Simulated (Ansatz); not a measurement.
Relaxed-ion elastic tensor of Mg2Si (fluorite or antifluorite type, space group No. 225) in GPa (Voigt order), DFT-PBEsol in the program Ansatz with PAW potentials; density 2.01 g/cm³, 21.10 Å³ per atom.

```
 119  24.6  24.6   0.0   0.0   0.0
24.6   119  24.6   0.0   0.0   0.0
24.6  24.6   119   0.0   0.0   0.0
 0.0   0.0   0.0  46.3   0.0   0.0
 0.0   0.0   0.0   0.0  46.3   0.0
 0.0   0.0   0.0   0.0   0.0  46.3
```

Task: Is the crystal mechanically stable?

Result: Yes: the smallest eigenvalue of C is 46.3 GPa.

Task: Work out the Voigt, Reuss and Hill averages.

Result: K_V = 56.1, K_R = 56.1, K_H = 56.1; G_V = 46.7, G_R = 46.7, G_H = 46.7 GPa.

Task: Give Young's modulus, Poisson's ratio, Pugh's ratio and the universal anisotropy index.

Result: E = 9KG/(3K + G) = 110 GPa; ν = 0.17; K/G = 1.20 (brittle by the Pugh limit of 1.75); A_U = 5G_V/G_R + K_V/K_R − 6 = 0.00.

Task: Estimate the sound speeds and the Debye temperature.

Result: v_l = √((K + 4G/3)/ρ) = 7670 m/s, v_t = √(G/ρ) = 4820 m/s, mean 5300 m/s; Θ = (h/k)(3n/4πV)^(1/3) v_m = 571 K.

Task: Give the Zener ratio and Young's modulus along [100], [110] and [111].

Result: A = 2C44/(C11 − C12) = 0.98; 1/E = S11 − 2(S11 − S12 − S44/2)Γ with Γ = 0, 1/4, 1/3 gives 111, 109, 109 GPa.

Task: Solve the Christoffel equation for the three sound speeds along [100], [110], [111].

Result: Eigenvalues of C_ijkl n_j n_l equal ρv². In km/s, slowest first: [100] 4.79, 4.79, 7.69; [110] 4.79, 4.85, 7.66; [111] 4.83, 4.83, 7.65.

Space group Fm-3m (fluorite or antifluorite type). The PBEsol relaxation kept the symmetry of its start.

Potentials: the later of the program's two PAW sets.
